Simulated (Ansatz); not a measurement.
**Nb2WSe5: vibrational free energy, entropy and heat capacity**

Computed with Ansatz, DFT PBE, scalar-relativistic, plane waves, PAW. Plane waves to 420 eV; Γ-centred k mesh 12×12×2; Gaussian smearing of 0.10 eV. No spin polarisation. Phonons by linear response, acoustic sum rule imposed.

Equilibrium structure at this level:
```cif
data_structure
_symmetry_space_group_name_H-M 'P-6m2'
_symmetry_Int_Tables_number 187
_cell_length_a 3.3911
_cell_length_b 3.3911
_cell_length_c 18.3294
_cell_angle_alpha 90.000
_cell_angle_beta 90.000
_cell_angle_gamma 120.000
_cell_volume 182.54
loop_
_atom_site_label
_atom_site_type_symbol
_atom_site_symmetry_multiplicity
_atom_site_Wyckoff_symbol
_atom_site_fract_x
_atom_site_fract_y
_atom_site_fract_z
_atom_site_occupancy
Nb1 Nb 2 h 0.33333 0.66667 0.59619 1
W1 W 1 a 0.00000 0.00000 0.00000 1
Se1 Se 2 h 0.33333 0.66667 0.90982 1
Se2 Se 1 b 0.00000 0.00000 0.50000 1
Se3 Se 2 g 0.00000 0.00000 0.68935 1
```

It was reached by relaxing an invented guess, and it needn't be the stable form of this composition. In a metal, frequencies and elastic constants depend on the k mesh and the smearing, soft modes and shear constants most. Spin–orbit coupling is left out, which matters for heavy elements. The q mesh is coarse, so values between its points are rough. A semilocal functional can close a gap that the real compound has. No dispersion correction is applied, so modes and constants that involve weak contacts between layers, chains or molecules come out too soft.

Force constants from linear response on a 3×3×1 q mesh, interpolated to a fine mesh.

Phonon density of states, in bins of 5 cm⁻¹:
(bin centre (cm⁻¹), share of modes (%)): (2.5, 0.0), (7.5, 0.1), (12.5, 0.1), (17.5, 0.2), (22.5, 0.2), (27.5, 0.3), (32.5, 0.3), (37.5, 0.3), (42.5, 0.4), (47.5, 0.4), (52.5, 0.5), (57.5, 0.5), (62.5, 0.6), (67.5, 0.6), (72.5, 0.7), (77.5, 0.8), (82.5, 0.9), (87.5, 1.2), (92.5, 1.9), (97.5, 2.3), (102.5, 1.7), (107.5, 2.5), (112.5, 2.5), (117.5, 2.4), (122.5, 3.2), (127.5, 2.9), (132.5, 2.0), (137.5, 2.5), (142.5, 1.6), (147.5, 1.0), (152.5, 1.1), (157.5, 1.4), (162.5, 1.2), (167.5, 1.2), (172.5, 1.4), (177.5, 1.9), (182.5, 2.1), (187.5, 2.6), (192.5, 3.9), (197.5, 3.8), (202.5, 1.2), (207.5, 2.4), (212.5, 1.4), (217.5, 1.7), (222.5, 1.6), (227.5, 4.6), (232.5, 4.7), (237.5, 2.9), (242.5, 3.4), (247.5, 4.2), (252.5, 2.8), (257.5, 2.6), (262.5, 2.5), (267.5, 1.1), (272.5, 1.4), (277.5, 2.1), (282.5, 1.5), (287.5, 1.1), (292.5, 0.9), (297.5, 0.6), (302.5, 0.3)

Question: How much zero-point energy does an atom carry?

Answer: 34.2 meV.

Question: How large are the vibrational entropy and heat capacity at 300 K?

Answer: S = 3.76 k_B and C_V = 2.79 k_B per atom, 93 % of the Dulong–Petit value.

Question: Tabulate them against temperature.

Answer:
```tsv
T (K)	F_vib (meV/atom)	S (k_B/atom)	C_V (k_B/atom)
100	30.7	1.14	1.74
200	13.9	2.66	2.57
300	-14.0	3.76	2.79
400	-50.0	4.57	2.88
500	-92.3	5.22	2.92
600	-139.6	5.76	2.95
700	-191.2	6.21	2.96
800	-246.5	6.61	2.97
900	-305.0	6.96	2.98
1000	-366.3	7.27	2.98
```
